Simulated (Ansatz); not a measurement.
HgTe:
```cif
data_Hg3Te3
_chemical_formula_sum 'Hg3 Te3'
_space_group_name_H-M_alt 'P3221'
_space_group_IT_number 154
_space_group_name_Hall 'P 32 2"'
_cell_length_a 4.67509
_cell_length_b 4.67509
_cell_length_c 10.38579
_cell_angle_alpha 90.000
_cell_angle_beta 90.000
_cell_angle_gamma 120.000
loop_
_atom_site_label
_atom_site_type_symbol
_atom_site_symmetry_multiplicity
_atom_site_Wyckoff_symbol
_atom_site_fract_x
_atom_site_fract_y
_atom_site_fract_z
_atom_site_occupancy
Hg1 Hg 3 a 0.69113 0.69113 0.00000 1
Te1 Te 3 b 0.51111 0.51111 0.50000 1
```

Relaxed with r²SCAN.

Tabulate the valence density and the electron localisation function along the shortest Hg–Te contact (2.71 Å), the program Ansatz at the r²SCAN level (PAW).



```
distance from Hg (Å)  density (e/Å³)   ELF
--------------------  --------------  ----
0.27                           13.82  0.68
0.41                           10.48  0.59
0.54                            7.11  0.53
0.68                            4.23  0.46
0.81                            2.16  0.38
0.95                            1.04  0.30
1.08                            0.64  0.28
1.22                            0.49  0.36
1.35                            0.46  0.51
1.49                            0.49  0.60
1.63                            0.58  0.56
1.76                            0.72  0.48
1.90                            1.12  0.41
2.03                            2.48  0.29
2.17                            5.29  0.14
2.30                            9.22  0.04
2.44                           13.31  0.01
```

The density is the valence pseudo-density with augmentation charge, so density and ELF within about 1 Å of a nucleus are not all-electron values.

Space group P3_221. The workflow started from a Materials Project entry (that database holds measured and hypothetical structures alike); the Crystallography Open Database copy checked does not list it. It is not the phase usual at ambient conditions (space group No. 216). Symmetry was held in the r²SCAN relaxation; its stability against distortions is not shown here. Spin–orbit coupling is left out wherever it is not named.

Potentials: the later of the program's two PAW sets.
